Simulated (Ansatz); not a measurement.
All numbers below come from DFT PBE, scalar-relativistic, plane waves, PAW (Ansatz 0.2.0). The screen uses 420 eV, coarse Γ-centred meshes (up to 0.6 Å⁻¹ on the start cell), Gaussian smearing of 0.2 eV, tolerances of 0.08 eV/Å and 0.8 GPa and 16 steps at most, with the symmetry of each start kept. No spin polarisation. Energies are free energies per atom, good to about 0.1 eV/atom between metallic cells, end volumes are rough, and groups of ends are read at 0.1 Å.

Two unrelaxed guesses for Sc2As3Se3:

A.

```yaml
crystal:
  lattice:
    - [6.38500, 3.68638, 2.60667]
    - [-6.38500, 3.68638, 2.60667]
    - [0.00000, -7.37276, 2.60667]
  atoms:
    - { symbol: Sc, position: [0.50000, 0.00000, 0.00000] }
    - { symbol: Sc, position: [0.00000, 0.00000, 0.50000] }
    - { symbol: Sc, position: [0.00000, 0.50000, 0.00000] }
    - { symbol: Sc, position: [0.50000, 0.50000, 0.50000] }
    - { symbol: As, position: [0.50000, 0.15990, 0.34000] }
    - { symbol: As, position: [0.50000, 0.84010, 0.66000] }
    - { symbol: As, position: [0.84010, 0.66000, 0.50000] }
    - { symbol: As, position: [0.15990, 0.34000, 0.50000] }
    - { symbol: As, position: [0.66000, 0.50000, 0.84010] }
    - { symbol: As, position: [0.34000, 0.50000, 0.15990] }
    - { symbol: Se, position: [0.34000, 0.18000, 0.84000] }
    - { symbol: Se, position: [0.66000, 0.82000, 0.16000] }
    - { symbol: Se, position: [0.18000, 0.84000, 0.34000] }
    - { symbol: Se, position: [0.82000, 0.16000, 0.66000] }
    - { symbol: Se, position: [0.16000, 0.66000, 0.82000] }
    - { symbol: Se, position: [0.84000, 0.34000, 0.18000] }
```

B.

```yaml
crystal:
  lattice:
    - [5.65692, 0.00000, 0.00000]
    - [-2.82846, 4.89904, 0.00000]
    - [0.00000, 0.00000, 8.15461]
  atoms:
    - { symbol: Sc, position: [0.33333, 0.66667, 0.83621] }
    - { symbol: Sc, position: [0.66667, 0.33333, 0.16379] }
    - { symbol: As, position: [0.50000, 0.00000, 0.50000] }
    - { symbol: As, position: [0.00000, 0.50000, 0.50000] }
    - { symbol: As, position: [0.50000, 0.50000, 0.50000] }
    - { symbol: Se, position: [0.00000, 0.00000, 0.83118] }
    - { symbol: Se, position: [0.00000, 0.00000, 0.16882] }
    - { symbol: Se, position: [0.00000, 0.00000, 0.50000] }
```

**Question.** Compare their energies before and after the relaxation.

**Answer.** As given, A is lower by 0.42 eV/atom. Relaxed, A is lower by 0.43 eV/atom, so the order holds. A goes from R-3 at 23.0 Å³/atom to R-3 at 25.7 Å³/atom and gains 0.31 eV/atom. B goes from P-3m1 at 28.2 Å³/atom to P-3m1 at 27.6 Å³/atom and gains 0.30 eV/atom. The closest pair in A goes from Sc–As and Sc–Se at 2.53 Å to As–Se at 2.39 Å. The closest pair in B goes from Se–Se at 2.70 Å to Se–Se at 2.60 Å. At the end: counting As or Se atoms around Sc (for each partner element, those within 1.25 times its shortest distance or 1.15 times the sum of covalent radii, where it is the nearest in units of that sum or under 1.3; a plus sign parts groups by distance over the sum of covalent radii), A has Sc 6 and B has Sc 3+3+3. B holds Se–Se chains (shortest 2.60 Å); in A the shortest Se–Se distance is 3.72 Å. The lowest end among all the guesses of this search lies 0.28 eV/atom under the better of the two.
